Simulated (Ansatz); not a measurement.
A geometry of NbRu away from equilibrium: step 44 of the relaxation of a relaxed NbRu cell shaken by Gaussian noise of σ = 0.08 Å a coordinate. Level of theory: PBE (plane waves to 420 eV, PAW, scalar-relativistic; Ansatz, an electronic-structure program). Γ-centred k-mesh 9×9×4 on the run's cell (coarser than for final values), Fermi–Dirac smearing 0.05 eV.

```xyz
8
Lattice="4.2237 -1.2681 0.3072 -3.2100 4.1037 0.1881 0.7240 0.9300 9.7627" Properties=species:S:1:pos:R:3:forces:R:3 pbc="T T T" free_energy=-41725.481 pressure_GPa=3.2
Nb     0.6580     0.4144     9.3234    0.0036   -0.0012    0.0009
Nb     0.8021     1.3687     4.6903    0.0035   -0.0015    0.0005
Nb    -1.3402     2.6655     2.4190   -0.0036    0.0014    0.0000
Nb     2.7378     0.4461     7.3606   -0.0035    0.0013   -0.0014
Ru     0.2360     0.5981     2.0840    0.0031   -0.0023   -0.0034
Ru     0.0902    -0.3536     6.7172    0.0032   -0.0024   -0.0026
Ru    -0.7742     3.4362     5.0254   -0.0030    0.0023    0.0029
Ru     2.5816     0.2841     0.2040   -0.0033    0.0024    0.0031
```

Positions in Å, forces in eV/Å, free energy of the cell in eV (comparable only within this code, potentials and settings). Largest force: 0.01 eV/Å, on Ru5, Ru8 (atoms numbered as listed); the geometry lies 0.04 eV/atom above the end of its relaxation.

No spin polarisation in the result.

The end of the path is a generated cell of NbRu: the first start was made by placing the elements on the sites of a structure type, and the end was not matched to a known phase here, so it may be hypothetical.
